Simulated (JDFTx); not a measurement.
An input for JDFTx (a modified build) (stibine, SbH3 (SMILES [SbH3]), charge 0, multiplicity 1; bohr, hartree):

```
lattice \
  14.1729459347 0.0000000000 0.0000000000 \
  0.0000000000 13.7005144035 0.0000000000 \
  0.0000000000 0.0000000000 11.3383567478
coords-type Cartesian
ion Sb 0.1925534776 -0.4745392448 -0.9367234132 0
ion H -2.2094636061 -1.3952568479 0.9367234132 0
ion H 2.2094636061 -2.0724860086 0.9351522469 0
ion H 0.5896522595 2.0724860086 0.9305008394 0
ion-species pseudo/sb_pbe_v1.4.upf
ion-species pseudo/h_pbe_v1.4.upf
elec-cutoff 20 100
elec-ex-corr gga-PBE
symmetries none
coulomb-interaction Isolated
coulomb-truncation-embed 0 0 0
elec-n-bands 9
electronic-minimize nIterations 150 energyDiffThreshold 1e-7
dump-name s0.$VAR
dump End State Ecomponents EigStats BandEigs Forces ElecDensity IonicPositions
```

Q: What happens when this is run, and what should be changed?

A: It stops during set-up with
```
Atom 1 lies within the margin of 5 bohrs from the truncation boundary.
Expand unit cell, or if absolutely sure, reduce coulomb-truncation-ion-margin.
Failed.
```
The box is too small for the truncated Coulomb interaction: enlarge the cell, or lower coulomb-truncation-ion-margin if the density is known to be confined.
